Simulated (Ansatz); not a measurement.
Consider the following.

Sn2Pt:
```cif
data_Pt8Sn16
_chemical_formula_sum 'Sn16 Pt8'
_space_group_name_H-M_alt 'Fd-3m :1'
_space_group_IT_number 227
_space_group_name_Hall 'F 4d 2 3 -1d'
_cell_length_a 8.28308
_cell_length_b 8.28308
_cell_length_c 8.28308
_cell_angle_alpha 90.000
_cell_angle_beta 90.000
_cell_angle_gamma 90.000
loop_
_atom_site_label
_atom_site_type_symbol
_atom_site_symmetry_multiplicity
_atom_site_Wyckoff_symbol
_atom_site_fract_x
_atom_site_fract_y
_atom_site_fract_z
_atom_site_occupancy
Sn1 Sn 16 c 0.12500 0.12500 0.12500 1
Pt1 Pt 8 b 0.50000 0.50000 0.50000 1
```
(The calculation used a cell of 6 atoms; values per cell refer to that cell.)

This is the r²SCAN-relaxed structure.

Problem. All from the program Ansatz at the r²SCAN level (PAW), unless another level is named. Give the formation energy from the elements (no fitted shifts).

Solution. 0.78 eV/atom.

Problem. What about the density of states at the Fermi level?

Solution. 0.39 states/eV per atom (mean over ±0.08 eV).

Problem. Next, the gap with spin–orbit coupling?

Solution. none (metallic).

The cell is a constructed one: a structure type filled with these elements; neither database checked (COD, Materials Project) lists it. COD files the formula under space group No. 225, so this cell is another polymorph or a model. Whether it is the stable phase at ambient conditions was not checked. The r²SCAN relaxation kept the symmetry of its start; its stability against distortions is not shown here. The run is not spin-polarised. The references are the lowest solids computed at this level, not always the standard phases. Scalar-relativistic: spin–orbit coupling is off unless named, which matters more the heavier the elements.

Potentials: the earlier of the program's two PAW sets.
